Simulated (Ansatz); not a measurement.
Theory: DFT, PBEsol, plane waves (420 eV) with PAW, scalar-relativistic in Ansatz 0.2.0. (PAW data from PBE, frozen cores regenerated.)

An element in the diamond structure gives this curve. The cell is scaled uniformly from the relaxed one, with fractional coordinates and shape fixed. Energies are extrapolated to zero smearing, pressures are those at the given smearing. Magnetic state: spin not included.

| V (Å³/atom) | E − E₀ (meV/atom) | P (GPa) |
| --- | --- | --- |
| 28.486 | 48.0 | 4.60 |
| 29.781 | 19.6 | 2.82 |
| 31.076 | 4.2 | 1.31 |
| 32.370 | 0.1 | 0.02 |
| 33.665 | 5.7 | -1.10 |
| 34.960 | 19.7 | -2.11 |
| 36.255 | 41.4 | -3.02 |

(1) Which element is it?
A. indium
B. hafnium
C. lanthanum
D. selenium

Results:

(1) B. Its fit is V₀ = 32.25 Å³/atom, B₀ = 31 GPa, B₀′ = 2.5.
